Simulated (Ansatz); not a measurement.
A distorted cell of SnO (litharge type, space group P4/nmm):

```
CELL_PARAMETERS angstrom
      3.83618     0.00000     0.00000
      0.00000     3.83618     0.00000
      0.00000     0.00000     4.56707
ATOMIC_POSITIONS crystal
  Sn 0.50000 0.00000 0.24343
  Sn 0.00000 0.50000 0.75657
  O  0.00000 0.00000 0.00000
  O  0.50000 0.50000 0.00000
```

Level of theory: PBE-D3(BJ) (plane waves to 420 eV, PAW, scalar-relativistic; Ansatz, an electronic-structure program). k mesh 12×12×10 (Γ-centred), Fermi-Dirac smearing 0.05 eV. The energy includes the smearing's −TS. Stress and pressure are positive under compression. As the atoms are clamped, bonds stretch with the cell, which overstates energies and stresses. With partly filled bands, the response to shear is sensitive to the k mesh, so small differences along c/a are uncertain. At this level the bands of SnO touch or barely overlap; measurements give the solid a gap. SnO was relaxed with its symmetry unable to fall. The PAW data are Ansatz's earlier set.

Task: What is the stress tensor (GPa)?

Result: 
```
    2.8      0.0      0.0
    0.0      2.8      0.0
    0.0      0.0      4.8
```
The pressure, a third of the trace, is 3.4 GPa.

Task: It is the relaxed cell deformed to V/V₀ = 0.960, (c/a)/(c/a)₀ = 0.960, c along z, fractional positions held. What is its energy relative to the relaxed cell?

Result: 10 meV/atom.

(A scan under strain: stresses follow from slopes of the energy per volume, elastic moduli from its curvatures.)
